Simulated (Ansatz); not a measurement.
Space group Pm-3m (No. 221). a = 4.068 Å, b = 4.068 Å, c = 4.068 Å, α = 90.00°, β = 90.00°, γ = 90.00°
```
atom site symmetry x y z
  Zn    1a m-3m  0.0000  0.0000  0.0000
  Ga    3c    4/mm.m  0.0000  0.5000  0.5000
```

Equation of state of this ZnGa$_{3}$ structure (not necessarily the ground state), with shape and atoms relaxed at each volume where symmetry leaves them free. It has no gap at any of these volumes. Level of theory: DFT r2SCAN, scalar-relativistic, plane waves, PAW in Ansatz.

Settings: cutoff 500 eV, Γ-centred mesh 10×10×10 on the computed 4-atom cell, Gaussian smearing of 0.10 eV; no spin polarisation.

```csv
V (Å³/atom),E − E(largest V) (meV/atom),P (GPa)
15.825,3.12,4.67
16.330,-7.46,2.13
16.835,-10.78,0.02
17.340,-7.96,-1.76
17.845,0.00,-3.23
```

Problem. Fit a third-order Birch–Murnaghan equation to E(V).

Solution. V0 = 16.84 Å³/atom, B0 = 64 GPa, B0' = 4.7.